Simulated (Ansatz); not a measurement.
Relaxed-ion elastic tensor of SiC in space group P6_222 (No. 180; Si on 3d, C on 3c) in GPa (Voigt order), r²SCAN in the plane-wave PAW code Ansatz; density 3.47 g/cm³, 9.59 Å³ per atom.

```
 473  85.0  89.8   0.0   0.0   0.0
85.0   473  89.8   0.0   0.0   0.0
89.8  89.8   642   0.0   0.0   0.0
 0.0   0.0   0.0   214   0.0   0.0
 0.0   0.0   0.0   0.0   214   0.0
 0.0   0.0   0.0   0.0   0.0   194
```

Task: Is the crystal mechanically stable?

Result: Yes: the smallest eigenvalue of C is 194 GPa.

Task: Work out the Voigt, Reuss and Hill averages.

Result: K_V = 235, K_R = 231, K_H = 233; G_V = 213, G_R = 210, G_H = 212 GPa.

Task: Give Young's modulus, Poisson's ratio, Pugh's ratio and the universal anisotropy index.

Result: E = 9KG/(3K + G) = 487 GPa; ν = 0.15; K/G = 1.10 (brittle by the Pugh limit of 1.75); A_U = 5G_V/G_R + K_V/K_R − 6 = 0.08.

Task: Estimate the sound speeds and the Debye temperature.

Result: v_l = √((K + 4G/3)/ρ) = 12200 m/s, v_t = √(G/ρ) = 7810 m/s, mean 8580 m/s; Θ = (h/k)(3n/4πV)^(1/3) v_m = 1200 K.

Task: Solve the Christoffel equation for the three sound speeds along x, y, z.

Result: Eigenvalues of C_ijkl n_j n_l equal ρv² (piezoelectric stiffening left out). In km/s, slowest first: x 7.48, 7.86, 11.67; y 7.48, 7.86, 11.67; z 7.86, 7.86, 13.60.

Task: How much does each axis shrink under pressure?

Result: Linear compressibilities β_i = Σ_j S_ij (j = 1 to 3): x 1.6, y 1.6, z 1.1 per TPa.

The start of the workflow was typed in or built on a structure type; neither database checked (COD, Materials Project) lists it. It is not the phase usual at ambient conditions (space group No. 186, 216). The cell was relaxed with r²SCAN under the symmetry of its start; whether a distortion lowers the energy is not shown. Its formation energy is positive at this level, so the cell may be metastable or incomplete.

Potentials: the later of the program's two PAW sets.
